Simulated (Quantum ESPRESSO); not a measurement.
```xyz
4
Lattice="1.9655 1.1348 7.5444 -1.9655 1.1348 7.5444 0.0000 -2.2695 7.5444" Properties=species:S:1:pos:R:3 pbc="T T T"
S      0.0000     0.0000     5.2104
S      0.0000     0.0000    17.4227
Rb     0.0000     0.0000     0.0000
Lu     0.0000     0.0000    11.3166
```

Cell and atoms were relaxed with PBEsol from Materials Project entry mp-9370, within its symmetry.

Q: What does PBEsol (Quantum ESPRESSO, PseudoDojo norm-conserving, 100 Ry, scalar-relativistic) give for the electronic structure near the Fermi level?

A: The PBEsol gap is indirect, 2.07 eV, from Γ to F; the smallest direct gap is 2.92 eV. The 4f states are in the valence at their DFT position.
